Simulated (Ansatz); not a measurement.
Bi2Se3 — Bi-209 NMR of the central transition

Cell: a structure deposited in the COD, its atoms then relaxed with PBE in this cell.

```
Bi Se
1.0
     2.07150    1.19598    9.54533
    -2.07150    1.19598    9.54533
     0.00000   -2.39196    9.54533
Bi Se
2 3
Direct
  0.40061 0.40061 0.40061
  0.59939 0.59939 0.59939
  0.00000 0.00000 0.00000
  0.21115 0.21115 0.21115
  0.78885 0.78885 0.78885
```

Sites (sets of like atoms) are named by element and the number of their first atom in this list.

Method: Kohn–Sham DFT in Ansatz, PBE, plane waves and PAW, scalar-relativistic, 420 eV cutoff, Γ-centred 9×9×9 k-points, Fermi–Dirac smearing 0.02 eV.

Bi-209 has I = 9/2 and Q = -516.0 mb (Pyykkö 2018); at 16.4 T its Larmor frequency is ν₀ = 114.2 MHz (from the bare nuclear moment; shielding lowers the observed one by a per cent or two). Only the quadrupole interaction is simulated: positions count from each site's isotropic chemical shift, and J coupling is left out, as are shift anisotropy and dipolar coupling, which fast spinning averages.

(1) Give C_Q, η, the quadrupolar product P_Q = |C_Q|(1 + η²/3)^½, the second-order isotropic shift and the breadth of the pattern (fast magic-angle spinning) for each Bi site.

## Answers

(1) 

| site | first shell | C_Q (MHz) | η | P_Q (MHz) | δ_QIS (ppm) | breadth (kHz) |
| --- | --- | --- | --- | --- | --- | --- |
| Bi | 6 Se at 2.86–3.07 Å | -8.35 | 0.00 | 8.35 | -7.43 | 1.82 |

δ_QIS = −(ν_Q²/30ν₀²)[I(I+1) − 3/4](1 + η²/3) × 10⁶ ppm with ν_Q = 3|C_Q|/[2I(2I−1)]; it falls as 1/B₀² in ppm, and the breadth as 1/B₀ in kHz.

An axis of threefold or higher order runs through Bi, so V_zz lies along it and η is zero.

Spin–orbit coupling is left out, which shifts gradients on Bi by a few per cent in wide-gap crystals, and can shift them far more where the calculated gap is small or absent, as here. Newer work puts Q(²⁰⁹Bi) near −420 mb, which would lower these couplings by about a fifth. With a gap of 0.2 eV on this mesh, small gradients can still move by 0.1 × 10²¹ V/m² or more as the k-mesh gets denser.

The relaxation (3 steps) took 24 s of wall time (90 s of CPU time) and 0.9 GiB at its peak, on 4 threads of Intel Xeon Platinum 8259CL CPU @ 2.50GHz (Skylake/Cascade Lake) (x86_64; 32 cores open to the job, memory cap 10.0 GiB, no GPU), a shared host with a load of 0.4 a core.
